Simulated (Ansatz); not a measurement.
Here is the system:

GaN:
```
GaN
1.0
    3.21830     0.00000     0.00000
   -1.60915     2.78713     0.00000
    0.00000     0.00000     5.24313
Ga N
2 2
Direct
  0.66667   0.33333   0.49913
  0.33333   0.66667   0.99913
  0.66667   0.33333   0.87587
  0.33333   0.66667   0.37587
```

This is the PBE-relaxed structure.

Q: All from PBE (plane waves, PAW; program Ansatz), unless another level is named. Predict the formation energy from the elements (no fitted shifts).

A: -0.44 eV/atom.

Q: Predict the band gap.

A: 1.71 eV (direct).

Q: What about the valence-band maximum?

A: at Γ.

Space group P6_3mc (wurtzite). The cell was relaxed with PBE under the symmetry of its start. The references are the lowest solids computed at this level, not always the standard phases (solids in place of the gases). Spin–orbit coupling is left out wherever it is not named.

Potentials: the later of the program's two PAW sets.
